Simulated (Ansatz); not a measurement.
Geometry optimisation in Ansatz: input, command and trajectory.

```yaml
crystal:
  lattice:
    - [-1.8092617478, 1.8092617478, 2.9673753087]
    - [1.8092617478, -1.8092617478, 2.9673753087]
    - [1.8092617478, 1.8092617478, -2.9673753087]
  atoms:
    - { symbol: Ti, position: [0.593, 0.593, 0.0] }
    - { symbol: Ti, position: [0.407, 0.407, 0.0] }
    - { symbol: H, position: [0.0, 0.0, 0.0] }
basis:
  ecutwfc: 500
kpoints:
  mp_grid: { grid: [6, 6, 6] }
hamiltonian:
  xc: r2scan
scf:
  occupations: { method: gaussian, width: 0.1 }
  lower_state_search: "off"
output:
  forces: true
  stress: true
  eigenvalues: true
relax:
  adjacent_minimum: "off"
  f_tol: 0.04
  max_steps: 70
  cell: { stress_tol: 0.4 }
```

```bash
ansatz run input.yaml --threads 1 --pin off --max-ram 2560MiB --backend cpu --events-out ev --progress --plain --runs-dir out
```

Theory: DFT r2SCAN, scalar-relativistic, plane waves, PAW (Ansatz).

Of 19 frames 10 are shown, positions in Å and forces in eV/Å; the SCF threshold varies from step to step. Steps run on the plane waves of an earlier cell, with a Pulay correction in the pressure. The basis is chosen afresh for the last frame, the zero of the energies, and at times for earlier ones too; energy and pressure step there, also at an unchanged geometry. Here that happened at step 14 (-81 meV/atom, 6.7 GPa); the frames before carry an error of that size.

```xyz
3
Lattice="-1.8093 1.8093 2.9674 1.8093 -1.8093 2.9674 1.8093 1.8093 -2.9674" Properties=species:S:1:pos:R:3:forces:R:3 pbc="T T T" step=1 free_energy_over_end_meV_per_atom=22032.85 pressure_GPa=551.42
Ti    0.0000    0.0000    3.5193    0.0000    0.0000  371.1238
Ti    0.0000    0.0000    2.4154    0.0000    0.0000 -371.1238
H     0.0000    0.0000    0.0000    0.0000    0.0000    0.0000
3
Lattice="-1.7706 1.7706 3.1639 1.7706 -1.7706 3.1639 1.7706 1.7706 -3.1639" Properties=species:S:1:pos:R:3:forces:R:3 pbc="T T T" step=3 free_energy_over_end_meV_per_atom=1816.56 pressure_GPa=36.41
Ti    0.0000    0.0000    3.9523    0.0000    0.0000   20.0178
Ti    0.0000    0.0000    2.3755    0.0000    0.0000  -20.0178
H     0.0000    0.0000    0.0000    0.0000    0.0000    0.0000
3
Lattice="-1.6429 1.6429 3.4511 1.6429 -1.6429 3.4511 1.6429 1.6429 -3.4511" Properties=species:S:1:pos:R:3:forces:R:3 pbc="T T T" step=5 free_energy_over_end_meV_per_atom=865.68 pressure_GPa=11.22
Ti    0.0000    0.0000    4.3467    0.0000    0.0000    4.6808
Ti    0.0000    0.0000    2.5556    0.0000    0.0000   -4.6808
H     0.0000    0.0000    0.0000    0.0000    0.0000    0.0000
3
Lattice="-1.5356 1.5356 3.7399 1.5356 -1.5356 3.7399 1.5356 1.5356 -3.7399" Properties=species:S:1:pos:R:3:forces:R:3 pbc="T T T" step=7 free_energy_over_end_meV_per_atom=506.71 pressure_GPa=5.23
Ti    0.0000    0.0000    4.7390    0.0000    0.0000    1.0785
Ti    0.0000    0.0000    2.7407    0.0000    0.0000   -1.0785
H     0.0000    0.0000    0.0000    0.0000    0.0000    0.0000
3
Lattice="-1.4437 1.4437 4.0330 1.4437 -1.4437 4.0330 1.4437 1.4437 -4.0330" Properties=species:S:1:pos:R:3:forces:R:3 pbc="T T T" step=9 free_energy_over_end_meV_per_atom=242.45 pressure_GPa=6.50
Ti    0.0000    0.0000    5.1528    0.0000    0.0000   -0.1180
Ti    0.0000    0.0000    2.9133    0.0000    0.0000    0.1180
H     0.0000    0.0000    0.0000    0.0000    0.0000    0.0000
3
Lattice="-1.3784 1.3784 4.3213 1.3784 -1.3784 4.3213 1.3784 1.3784 -4.3213" Properties=species:S:1:pos:R:3:forces:R:3 pbc="T T T" step=11 free_energy_over_end_meV_per_atom=145.03 pressure_GPa=4.75
Ti    0.0000    0.0000    5.5213    0.0000    0.0000   -0.1942
Ti    0.0000    0.0000    3.1213    0.0000    0.0000    0.1942
H     0.0000    0.0000    0.0000    0.0000    0.0000    0.0000
3
Lattice="-1.3886 1.3886 4.3647 1.3886 -1.3886 4.3647 1.3886 1.3886 -4.3647" Properties=species:S:1:pos:R:3:forces:R:3 pbc="T T T" step=13 free_energy_over_end_meV_per_atom=141.48 pressure_GPa=-0.02
Ti    0.0000    0.0000    5.5708    0.0000    0.0000    0.0140
Ti    0.0000    0.0000    3.1586    0.0000    0.0000   -0.0140
H     0.0000    0.0000    0.0000    0.0000    0.0000    0.0000
3
Lattice="-1.3829 1.3829 4.4389 1.3829 -1.3829 4.4389 1.3829 1.3829 -4.4389" Properties=species:S:1:pos:R:3:forces:R:3 pbc="T T T" step=15 free_energy_over_end_meV_per_atom=40.26 pressure_GPa=5.41
Ti    0.0000    0.0000    5.6630    0.0000    0.0000    0.0562
Ti    0.0000    0.0000    3.2148    0.0000    0.0000   -0.0562
H     0.0000    0.0000    0.0000    0.0000    0.0000    0.0000
3
Lattice="-1.3706 1.3706 4.6985 1.3706 -1.3706 4.6985 1.3706 1.3706 -4.6985" Properties=species:S:1:pos:R:3:forces:R:3 pbc="T T T" step=17 free_energy_over_end_meV_per_atom=2.10 pressure_GPa=0.94
Ti    0.0000    0.0000    6.0137    0.0000    0.0000    0.0482
Ti    0.0000    0.0000    3.3833    0.0000    0.0000   -0.0482
H     0.0000    0.0000    0.0000    0.0000    0.0000    0.0000
3
Lattice="-1.3675 1.3675 4.7635 1.3675 -1.3675 4.7635 1.3675 1.3675 -4.7635" Properties=species:S:1:pos:R:3:forces:R:3 pbc="T T T" step=19 free_energy_over_end_meV_per_atom=0.00 pressure_GPa=0.08
Ti    0.0000    0.0000    6.1048    0.0000    0.0000    0.0177
Ti    0.0000    0.0000    3.4221    0.0000    0.0000   -0.0177
H     0.0000    0.0000    0.0000    0.0000    0.0000    0.0000
```

The start puts this composition into another compound's structure type, which needn't suit it. At the end the space group is I4/mmm (tolerance 0.05 Å).

Time: 98 s on 1 thread of Arm Neoverse V1, with other jobs on the host, peak memory 0.59 GiB.

The k mesh is coarse.